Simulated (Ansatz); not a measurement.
**Sr2Fe2S2OF2 (I4/mmm): electronic heat capacity from the density of states**

The calculation used DFT PBEsol, scalar-relativistic, plane waves, PAW in Ansatz 0.2.0.

Settings: cutoff 420 eV, Γ-centred mesh 12×12×12 on the computed 9-atom cell, Gaussian smearing of 0.10 eV; collinear spin from starting moments 0 0 2.97 2.97 0.18 0.18 0.2 0 0 μB.

Relaxed cell: I4/mmm, a = 3.920 Å, b = 3.920 Å, c = 17.857 Å, α = 90.00°, β = 90.00°, γ = 90.00°, 9 atoms in the primitive cell.

The density of states at the Fermi level is 4.559 states/eV in the cell of 9 atoms (1 formula unit; both spins, tetrahedra on a 18×18×18 mesh). The run ends with a moment of 6.66 μB a cell (largest on a site 2.70 μB), and the figure is for this state; a paramagnetic sample can have a quite different one. Another magnetic order, if the compound takes it, can change N(E_F) and the shape of the cell a good deal, and may open a gap, where γ is close to zero.

Question: What Sommerfeld coefficient does this give?

Answer: Per formula unit N(E_F) = 4.559 states/eV. γ = (π²/3) k_B² N(E_F) N_A = 2.357 mJ/(mol K²) per state/eV, so γ = 10.7 mJ/(mol K²), a mole of formula units. This is the bare band result: a measured γ of the same phase and magnetic order is as a rule larger by a factor 1 + λ from phonons and spin fluctuations. N(E_F) at one energy is sensitive to the mesh where the density of states has sharp peaks.

The run saw a state lower than the one given here. Moments started parallel, and an antiferromagnetic order may lie lower.

Only this magnetic start was tried.

Cost: 1 run of about 10 core-minutes, on Oxide Virtual Turin-like Processor (Zen 5) (shared hosts).